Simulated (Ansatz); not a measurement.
Crystal: AlFe, CsCl type, 2 atoms in the cell.

The calculation used Ansatz, HSE06, plane waves, all-electron PAW datasets generated for the crystal, point nucleus.

Cutoff 310 eV; exchange singularity: regularized; k-mesh 4×4×4 Γ-centred; Fermi–Dirac smearing of 0.1 eV; no spin polarisation.

The fit to the energies gives V₀ = 11.174 Å³/atom (a₀ = 2.817 Å), B₀ = 208 GPa, B₀′ = 4.35.

(1) What pressure does the program print at V = 11.938 Å³/atom, and how far above the lowest computed point (V = 11.229 Å³/atom) does the energy lie?

## Answers

(1) -11.93 GPa and 29.91 meV/atom. All points:

| V (Å³/atom) | a (Å) | E − E(min) (meV/atom) | P (GPa) |
| --- | --- | --- | --- |
| 10.874 | 2.7913 | 5.31 | 5.94 |
| 11.229 | 2.8213 | 0.00 | -1.04 |
| 11.584 | 2.8507 | 8.92 | -6.94 |
| 11.938 | 2.8795 | 29.91 | -11.93 |
| 12.293 | 2.9078 | 61.03 | -16.12 |

The stress includes the program's correction for the finite plane-wave basis.

The k-mesh is coarse, so these values belong to this mesh and can lie far from the converged ones. Spin polarisation is left out, and a magnetic state may lie lower.
